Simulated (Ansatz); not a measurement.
Sb: short molecular dynamics at 800 K

Level of theory: DFT PBEsol, scalar-relativistic, plane waves, PAW (Ansatz). Cutoff 420 eV, shifted (0.5, 0.5, 0.5 steps) 2×2×2 k-points, Fermi–Dirac smearing of 0.069 eV. The mesh is coarse. Spin–orbit coupling is left out, which matters for the heavy elements here. No spin polarisation.

16 atoms, starting at 1.02 times the perfect crystal's volume (space group Pm-3m, not the usual structure, the cell as given, not relaxed at this level); Nosé–Hoover thermostat at 800 K, fixed cell; 35 steps of 6 fs. The run is short and not equilibrated. The crystal has no gap, and so coarse a mesh can leave errors of tens of meV/atom and of a GPa or more. The time step is on the long side.

First frame:

```
CELL_PARAMETERS angstrom
-6.36186 6.36186 0.00000
-6.36186 0.00000 6.36186
0.00000 6.36186 6.36186
ATOMIC_POSITIONS crystal
Sb 0.75000 0.75000 0.25000
Sb 0.75000 0.75000 0.75000
Sb 0.50000 0.50000 0.00000
Sb 0.25000 0.75000 0.25000
Sb 0.75000 0.25000 0.25000
Sb 0.50000 0.50000 0.50000
Sb 0.25000 0.75000 0.75000
Sb 0.75000 0.25000 0.75000
Sb 0.00000 0.50000 0.00000
Sb 0.50000 0.00000 0.00000
Sb 0.25000 0.25000 0.25000
Sb 0.00000 0.50000 0.50000
Sb 0.50000 0.00000 0.50000
Sb 0.25000 0.25000 0.75000
Sb 0.00000 0.00000 0.00000
Sb 0.00000 0.00000 0.50000
```

```
Mean temperature over the second half                                                                                                                                                                                                  : 957 K
Mean pressure over the second half (kinetic part included)                                                                                                                                                                             : -1.3 GPa
Mean potential energy above the perfect crystal (as given, at volume ratio 1; besides heat the difference comes from the volume, 2 % larger, and the crystal's own pressure of -5.1 GPa; the free energy holds the electrons' entropy) : 39 meV/atom
Drift of the conserved energy over the run                                                                                                                                                                                             : 0.023 meV/atom
Mean-square drift of Sb from first to last step (mean shift of all atoms removed)                                                                                                                                                      : 0.17 Å²
```

Pair distribution functions g(r), second half of the run, up to half the cell's height:

```
r (Å) Sb-Sb
 2.55    0.0
 2.65    0.7
 2.75    1.3
 2.85    1.7
 2.95    1.7
 3.05    1.7
 3.15    1.3
 3.25    1.6
 3.35    1.2
 3.45    1.4
 3.55    1.0
```

Along the run (potential energy from its first value; pressure with the kinetic part):

```
t (fs) T (K)  ΔE_pot (meV/atom) P (GPa)
   0.0    800                0.0     -5.5
   6.0    799                0.2     -5.5
  12.0    795                0.7     -5.4
  18.0    789                1.4     -5.2
  24.0    782                2.3     -5.0
  30.0    773                3.3     -4.8
  36.0    763                4.6     -4.5
  42.0    749                6.3     -4.1
  48.0    730                8.7     -3.8
  54.0    703               12.1     -3.4
  60.0    669               16.5     -3.0
  66.0    629               21.7     -2.7
  72.0    589               27.1     -2.3
  78.0    554               32.0     -2.0
  84.0    531               35.5     -1.7
  90.0    527               36.9     -1.4
  96.0    545               35.9     -1.3
 102.0    584               32.6     -1.2
 108.0    639               27.7     -1.1
 114.0    704               22.1     -1.1
 120.0    769               16.9     -1.1
 126.0    827               13.0     -1.1
 132.0    873               10.9     -1.2
 138.0    907               10.5     -1.2
 144.0    932               11.5     -1.3
 150.0    952               13.1     -1.3
 156.0    973               14.5     -1.4
 162.0    998               15.3     -1.4
 168.0   1029               15.3     -1.5
 174.0   1064               14.6     -1.5
 180.0   1096               14.0     -1.5
 186.0   1119               14.1     -1.5
 192.0   1126               15.9     -1.4
 198.0   1112               19.7     -1.3
 204.0   1076               25.7     -1.2
 210.0   1024               33.4     -1.0
```